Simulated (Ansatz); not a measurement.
Te:
```yaml
crystal:
  lattice:
    - [9.10860, 0.00000, 0.00000]
    - [0.00000, 3.18065, 0.00000]
    - [0.00000, 0.00000, 4.52233]
  atoms:
    - { symbol: Te, position: [0.75000, 0.50000, 0.54428] }
    - { symbol: Te, position: [0.25000, 0.50000, 0.45572] }
    - { symbol: Te, position: [0.00000, 0.50000, 0.00000] }
    - { symbol: Te, position: [0.50000, 0.50000, 0.00000] }
```

Relaxed with r²SCAN.

Task: Map the electron localisation function on the plane through (0.750, 0.500, 0.544) spanned by u = [1, 0, 0] and v = [0, 0, 1] in lattice vectors, from DFT-r²SCAN in the program Ansatz with PAW potentials.

Result: x is the fraction of u, y of v (the angle between them is 90°; rows are the nearest grid lines); atoms in the plane: Te at (0.00, 0.00), Te at (0.50, 0.91), Te at (0.25, 0.46), Te at (0.75, 0.46).
```
|. .+#%%+:. ..=#%%*-..-*%%#=.. .:+%%#+. .|
|  .+#%%+:   :+%%#+.  .+#%%+:   :+%%#+.  |
| .-*%%#=.. .:+%%#+.  .+#%%+:. ..=#%%*-. |
|-=*#%%*-:...:+%%#+.  .+#%%+:...:-*%%#*=-|
|*##%@%+--==--+#%#*-..-*#%#+--==--+%@%##*|
|%%%@%*++*##*+*#@%#+--+#%@#*+*##*++*%@%%%|
|@@@%*+*%@@@%###%@%#**#%@%###%@@@%*+*%@@@|
|@%#*+*%@@@%%%%#%@@%##%@@%#%%%%@@@%*+*#%@|
|++==+%@@%#####%#%%%%%%%%#%#####%@@%+==++|
|:::-*@@%#*++*##%###%%###%##*++*#%@@*-:::|
|..:=%@%#+:.:=*#%#++++++#%#*=:.:+#%@%=:..|
|  :+%@%*:   :+#%#+----+#%#+:   :*%@%+:  |
| .:+%%#+. - .+#%#+:..:+#%#+. - .+#%%+:. |
|..:+%%#+. = .+#%%+:..:+%%#+. = .+#%%+:..|
|---+#%#+:   :*%@%+:  :+%@%*:   :+#%#+---|
|++++#%#*=:.:+#%@%=:..:=%@%#+:.:=*#%#++++|
|%%###%##*+++#%@@*-::::-*@@%#+++*##%###%%|
|%%%%%#%#####%@@%+==++==+%@@%#####%#%%%%%|
|##%@@%#%%%%%@@%*+*#%%#*+*%@@%%%%%#%@@%##|
|**#%@%###%@@@%*+*%@@@@%*+*%@@@%###%@%#**|
|-=+#%@#*+*##*++*%@%%%%@%*++*##*+*#@%#+=-|
| .-*#%#+=-==--+#@%####%@#+--==-=+#%#*-. |
|  .+#%%+::..:-*%%#*==*#%%*-:..::+%%#+.  |
|. .+#%%+:. ..=#%%*-..-*%%#=.. .:+%%#+. .|
```
Scale: ten equal steps from -0.008 (start of ' ') to 0.663 (end of '@'), in the order ' .:-=+*#%@'; x runs from 0.000 to 1.00, y from 0.000 (bottom) to 1.00 (top).

The density is the valence pseudo-density with augmentation charge, so density and ELF within about 1 Å of a nucleus are not all-electron values.

Space group Pmma. The first step of the workflow began from a Materials Project structure, measured or hypothetical; the Crystallography Open Database copy checked does not list it. It is not the phase usual at ambient conditions (space group No. 152). The cell was relaxed with r²SCAN under the symmetry of its start; whether a distortion lowers the energy is not shown. Spin–orbit coupling is left out wherever it is not named.

Potentials: the later of the program's two PAW sets.
